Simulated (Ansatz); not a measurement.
# Data sheet: Be (DFT)

Be:
```cif
data_Be2
_chemical_formula_sum 'Be2'
_space_group_name_H-M_alt 'P63/mmc'
_space_group_IT_number 194
_space_group_name_Hall '-P 6c 2c'
_cell_length_a 2.21428
_cell_length_b 2.21428
_cell_length_c 3.49986
_cell_angle_alpha 90.000
_cell_angle_beta 90.000
_cell_angle_gamma 120.000
loop_
_atom_site_label
_atom_site_type_symbol
_atom_site_symmetry_multiplicity
_atom_site_Wyckoff_symbol
_atom_site_fract_x
_atom_site_fract_y
_atom_site_fract_z
_atom_site_occupancy
Be1 Be 2 d 0.66667 0.33333 0.25000 1
```

Space group P6_3/mmc (No. 194), hcp (Mg type); conventional cell a = 2.2143 Å, b = 2.2143 Å, c = 3.4999 Å, α = 90.00°, β = 90.00°, γ = 120.00°.

Method: PBE+D3(BJ) (plane waves, PAW; program Ansatz). Geometry: relaxed at this level of theory. Other levels are named where they apply.

Cell and energy:

```json
{
  "volume_per_atom": "7.43 Å³",
  "density": "2.01 g/cm³"
}
```

Electronic structure:

```json
{
 "electronic_character": "metallic (no gap)",
 "Density of states at the Fermi level": "0.05 states/eV per atom (mean over ±0.08 eV)"
}
```

Its a lies over 2 % below tabulated measurements.

The PBE+D3(BJ) relaxation kept the symmetry of its start. The pairwise dispersion correction was not fitted to metals. Axis ratios of metals converge slowly with the k-mesh, so a and c are less sure than the volume.

Potentials: the later of the program's two PAW sets.
